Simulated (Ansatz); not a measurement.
## Ansatz 0.2.0, vacancy hop by nudged elastic band: Al₂Pt

Run with:

```bash
ansatz run input.yaml --threads 4 --pin off --max-ram 8192MiB --backend cpu --events-out ev --progress --plain --runs-dir out
```

The input file (Ansatz 0.2.0, plane waves):

```yaml
crystal:
  lattice:
    - [0.0, 5.955236, 5.955236]
    - [5.955236, 0.0, 5.955236]
    - [5.955236, 5.955236, 0.0]
  atoms:
    - { symbol: Pt, position: [0.00134331, 0.00447974, -0.00552389] }
    - { symbol: Al, position: [0.12721714, 0.12831482, 0.12147429] }
    - { symbol: Al, position: [0.37660849, 0.37858172, 0.37164841] }
    - { symbol: Pt, position: [-0.00087799, 0.00370553, 0.49938804] }
    - { symbol: Al, position: [0.12377928, 0.12698036, 0.62425339] }
    - { symbol: Al, position: [0.38180619, 0.37385955, 0.87614864] }
    - { symbol: Pt, position: [0.00217493, 0.49832809, 0.00074766] }
    - { symbol: Al, position: [0.12966636, 0.62508529, 0.12363033] }
    - { symbol: Pt, position: [-0.00435533, 0.50327433, 0.49862938] }
    - { symbol: Al, position: [0.11640994, 0.62728756, 0.62552826] }
    - { symbol: Al, position: [0.37736811, 0.87317262, 0.8736552] }
    - { symbol: Pt, position: [0.49945627, -0.00391744, 0.00114938] }
    - { symbol: Al, position: [0.62434259, 0.12402776, 0.12487743] }
    - { symbol: Al, position: [0.87530865, 0.36987549, 0.37751148] }
    - { symbol: Pt, position: [0.50080309, 0.00176155, 0.50046813] }
    - { symbol: Al, position: [0.62375525, 0.12786337, 0.62133309] }
    - { symbol: Al, position: [0.87484317, 0.37504985, 0.87765949] }
    - { symbol: Pt, position: [0.50075489, 0.50032758, 0.00566786] }
    - { symbol: Al, position: [0.6240447, 0.62746961, 0.12653953] }
    - { symbol: Al, position: [0.87845504, 0.87272245, 0.37353512] }
    - { symbol: Pt, position: [0.49973809, 0.49704778, 0.49984661] }
    - { symbol: Al, position: [0.62625005, 0.62308087, 0.62784885] }
    - { symbol: Al, position: [0.87957758, 0.87468723, 0.86999592] }
kpoints:
  mp_grid: { grid: [2, 2, 2] }
magnetization:
  spin_polarized: false
scf:
  occupations: { method: cold, width: 0.15 }
hamiltonian:
  pseudopotentials: { kind: paw }
  xc: pbe
basis:
  ecutwfc: 420
neb:
  images: 5
  relax_end_points: true
  climbing: true
  f_tol: 0.05
  max_iterations: 40
  order_check: false
  final_atoms:
    - { symbol: Pt, position: [0.00134331, 0.00447974, -0.00552389] }
    - { symbol: Al, position: [0.12721714, 0.12831482, 0.12147429] }
    - { symbol: Al, position: [0.37660849, 0.37858172, 0.37164841] }
    - { symbol: Pt, position: [-0.00087799, 0.00370553, 0.49938804] }
    - { symbol: Al, position: [0.12377928, 0.12698036, 0.62425339] }
    - { symbol: Al, position: [0.38180619, 0.37385955, 0.87614864] }
    - { symbol: Pt, position: [0.00217493, 0.49832809, 0.00074766] }
    - { symbol: Al, position: [0.12966636, 0.62508529, 0.12363033] }
    - { symbol: Pt, position: [-0.00435533, 0.50327433, 0.49862938] }
    - { symbol: Al, position: [0.11640994, 0.62728756, 0.62552826] }
    - { symbol: Al, position: [0.37736811, 0.87317262, 0.8736552] }
    - { symbol: Pt, position: [0.49945627, -0.00391744, 0.00114938] }
    - { symbol: Al, position: [0.62434259, 0.12402776, 0.12487743] }
    - { symbol: Al, position: [0.87530865, 0.36987549, 0.37751148] }
    - { symbol: Pt, position: [0.50080309, 0.00176155, 0.50046813] }
    - { symbol: Al, position: [0.62375525, 0.12786337, 0.62133309] }
    - { symbol: Al, position: [0.87484317, 0.37504985, 0.87765949] }
    - { symbol: Pt, position: [0.50075489, 0.50032758, 0.00566786] }
    - { symbol: Al, position: [0.3744915, 0.86889619, 0.37806627] }
    - { symbol: Al, position: [0.87845504, 0.87272245, 0.37353512] }
    - { symbol: Pt, position: [0.49973809, 0.49704778, 0.49984661] }
    - { symbol: Al, position: [0.62625005, 0.62308087, 0.62784885] }
    - { symbol: Al, position: [0.87957758, 0.87468723, 0.86999592] }
```

Origin of the cell: a database entry, scaled a little.

The cell is 2×2×2 cells of Al2Pt with one Al taken out; atom 19 (Al) hops into the empty site, 2.94 Å away before the end points are relaxed. All atoms were shaken by about 0.02 Å first.

Output (shortened):

```
Warning: neb: disabling space-group detection — the band's intermediate images generally break the endpoint symmetry, so no spatial operation reduces the k-mesh or symmetrises the density, ex […]
Pseudopotentials: kind: paw
Pseudopotential: Pt, paw, valence charge 18, recommended cutoff 420 eV (normal), Pt.paw.azcp
Pseudopotential: Al, paw, valence charge 3, recommended cutoff 420 eV (normal), Al.paw.azcp
Functional definition: PBE
  exchange = pbe_x(kappa = kappa, mu = beta*pi^2/3)
  correlation = pbe_c(beta = beta)
parallel-image band execution: 4 concurrent image workers
NEB image 0
Crystal: 23 atoms, lattice volume = 422.403 Å³
Basis set: ecut = 420 eV, 8363 PW (Γ), exchange–correlation on 120×120×120 points (8 copies of the dense FFT grid, shifted against one another)
Bands: 118, of which v1, the nominal top of the filled ones, is band 95 counted from 1 (94 counted from 0)
[… 6 lines left out …]
Initial density: superposition of atomic densities (neutral atoms: chi_scale 0, normalization atom), corrected by the library's trained network
Functional: x = pbe(κ = 0.804, μ = 0.219515), c = pbe(β = 0.066725)
SCF iter   1: F=—  HF=-108265.304133 eV  Δρ=4.02e-3  dr2=2.07e-1  defer=10
SCF iter   2: F=—  HF=-108265.282749 eV  S|Δr|=    0.00e0  Δρ=1.97e-3  dr2=6.21e-2  defer=10
SCF iter   3: F=—  HF=-108265.272645 eV  S|Δr|=    0.00e0  Δρ=7.16e-4  dr2=1.21e-2  defer=10
[… 4 lines left out …]
SCF iter   8: F=—  HF=-108265.270716 eV  S|Δr|=    0.00e0  Δρ=9.74e-6  dr2=6.56e-7  defer=10
SCF iter   9: F=—  HF=-108265.270716 eV  S|Δr|=    0.00e0  Δρ=6.56e-6  dr2=3.11e-7  defer=10
SCF iter  10: F=-108265.270716 eV  HF=-108265.270716 eV  S|Δr|=    0.00e0  Δρ=2.59e-6  dr2=4.31e-8
NEB iter   1: max|band force component| = 2.330e0 eV/Å  barrier→ = 1.5676 eV  barrier← = 1.5676 eV  Δτ_max = 0.1447 Å  (70 SCF iters)
NEB iter   2: max|band force component| = 4.539e-1 eV/Å  barrier→ = 0.9945 eV  barrier← = 0.9944 eV  CI = image 3  Δτ_max = 0.0607 Å  (43 SCF iters)
NEB iter   3: max|band force component| = 1.502e-1 eV/Å  barrier→ = 0.9483 eV  barrier← = 0.9483 eV  CI = image 3  Δτ_max = 0.0422 Å  (44 SCF iters)
NEB iter   4: max|band force component| = 3.584e-2 eV/Å  barrier→ = 0.9408 eV  barrier← = 0.9408 eV  CI = image 3  Δτ_max = 0.0000 Å  (38 SCF iters)
--- NEB band (7 images, 4 band iterations, 195 SCF iterations, 54 more in tests of the images' electronic states and relaxations of end points) ---
  forward barrier  = 0.940783 eV
  backward barrier = 0.940764 eV
  lagrangian_above_aufbau_ev (what the smearing adds, to first order; not taken off the barriers): saddle image +0.005134 eV, end points -0.053039 and -0.052455 eV
  climbing image's point = of an order that was not read
  energies are F+E_penalty+E_count in eV, relative to image 0
  image     s (Å)  Δ vs image 0  max|band force component| (eV/Å)
      0    0.0000      0.000000                                 —
      1    0.5402      0.187787                          2.293e-2
      2    1.0803      0.691373                          3.584e-2
  *   3    1.6204      0.940783                          2.432e-2
      4    2.1609      0.691075                          3.579e-2
      5    2.7014      0.187271                          2.278e-2
      6    3.2419      0.000020                                 —
```

The converged band:

```
image  path over all atoms (Å)  ΔF (eV)  Al x     y  z (Å)
    0                     0.00    0.000  4.48  4.47   7.45
    1                     0.54    0.188  4.88  4.47   7.45
    2                     1.08    0.691  5.41  4.47   7.45
    3                     1.62    0.941  5.95  4.47   7.45
    4                     2.16    0.691  6.50  4.47   7.45
    5                     2.70    0.187  7.03  4.47   7.45
    6                     3.24    0.000  7.42  4.47   7.45
```

Highest image (3), forces in eV/Å:

```xyz
23
Lattice="0.000 5.955 5.955 5.955 0.000 5.955 5.955 5.955 0.000" Properties=species:S:1:pos:R:3:forces:R:3 pbc="T T T" image=3
Pt   -0.001   -0.018    0.023    0.000   -0.002    0.002
Al    1.490    1.455    1.500   -0.016    0.002   -0.006
Al    4.463    4.475    4.436    0.015   -0.006    0.002
Pt    2.896    2.984    0.009   -0.008   -0.003   -0.003
Al    4.437    4.468    1.493   -0.003    0.000    0.000
Al    7.648    7.446    4.471   -0.009    0.000    0.000
Pt    3.057   -0.003    2.978    0.008    0.004    0.003
Al    4.550    1.490    4.471    0.024    0.000    0.000
Pt    5.954    2.998    2.963    0.000    0.002   -0.002
Al    7.445    4.475    4.436   -0.015   -0.006    0.002
Al   10.418    7.410    7.455    0.016    0.002   -0.006
Pt   -0.001    2.792    3.170    0.000   -0.020    0.020
Al    1.490    4.461    4.506   -0.016    0.006   -0.002
Al    4.463    7.481    7.442    0.015   -0.002    0.006
Pt    2.896    5.952    2.978   -0.008    0.003    0.003
Al    4.260    7.446    4.471    0.009    0.000    0.000
Al    7.471   10.423    7.449    0.003    0.000    0.000
Pt    3.057    2.984    5.964    0.008   -0.003   -0.004
Al    5.954    4.468    7.448    0.000    0.000    0.000
Al    7.358    7.445   10.426   -0.024    0.000    0.000
Pt    5.954    6.144    5.772    0.000    0.020   -0.020
Al    7.445    7.481    7.442   -0.015   -0.002    0.006
Al   10.418   10.416   10.461    0.016    0.006   -0.002
```

Barrier of this path: 0.94 eV forwards, 0.94 eV backwards, after 4 band iterations.

Caveats: no moments, though an odd count or open d shells may carry them; no spin-orbit coupling, though heavy elements are present; the k mesh is coarse if the cell is a metal; a small cell with a neutral vacancy and no spin, whose shape can make like sites unlike; the cell is held at a rescaled volume, and strain moves barriers; the hop was drawn among near neighbours and need not be the easiest path; few images and a loose tolerance, and neither the top nor the ends were tested for their order.

The run took 7.5 min on 4 threads of Arm Neoverse N1 (shared host), peak memory 2.7 GiB, from the program's own first density.
